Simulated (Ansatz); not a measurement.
Al₂ZnSe₄ (space group I-4)

```yaml
crystal:
  lattice:
    - [-2.75793, 2.75793, 5.41481]
    - [2.75793, -2.75793, 5.41481]
    - [2.75793, 2.75793, -5.41481]
  atoms:
    - { symbol: Al, position: [0.25000, 0.75000, 0.50000] }
    - { symbol: Al, position: [0.50000, 0.50000, 0.00000] }
    - { symbol: Zn, position: [0.00000, 0.00000, 0.00000] }
    - { symbol: Se, position: [0.39986, 0.89222, 0.02496] }
    - { symbol: Se, position: [0.10778, 0.13274, 0.50764] }
    - { symbol: Se, position: [0.86726, 0.37490, 0.97504] }
    - { symbol: Se, position: [0.62510, 0.60014, 0.49236] }
```

The slice is a (1 0 -1) plane (indices of the conventional cell) through the point (0.000, 0.000, 0.000) (fractional), spanned by u = [101] and v = [121] in vectors of this cell: u (5.52 Å) and v (12.15 Å, at 90° to u). It covers one period; positions are fractions (u, v).

Computed with PBEsol (plane waves to 420 eV, PAW, scalar-relativistic; Ansatz, a program for electronic structure). k mesh 9×9×9. Near the nuclei the fields are pseudised (PAW); where an atom keeps semicore shells as valence, they peak there. Al2ZnSe4 was relaxed with its symmetry unable to fall.

**Question.** Predict the map of the electrostatic potential energy of an electron, from the cell's mean on the slice.

**Answer.** 
| v \ u | 0.00 | 0.22 | 0.44 | 0.67 | 0.89 |
|---|---|---|---|---|---|
| 0.90 | 1.2 | 5.0 | 4.8 | -1.5 | -0.4 |
| 0.80 | 5.2 | 5.3 | 0.4 | x | <-2.0 |
| 0.70 | 5.4 | x | 2.8 | 5.3 | 6.3 |
| 0.60 | 5.2 | x | 0.9 | 4.3 | 6.1 |
| 0.50 | 6.2 | 4.5 | x | x | 6.0 |
| 0.40 | 4.7 | <-2.0 | 0.8 | 4.2 | 5.0 |
| 0.30 | -0.2 | x | 3.0 | 5.8 | 1.8 |
| 0.20 | 4.1 | 5.6 | 6.2 | x | -1.0 |
| 0.10 | 1.3 | 5.2 | 6.0 | x | -0.5 |
| 0.00 | x | 1.8 | 6.2 | 5.6 | x |

Values: electrostatic potential energy of an electron, from the cell's mean, in eV. Points within 1 Å of a nucleus are blanked (x), as the pseudised field means little there. Values under -2 eV are set to -2. The zero, the cell's mean, hangs on the PAW cores.
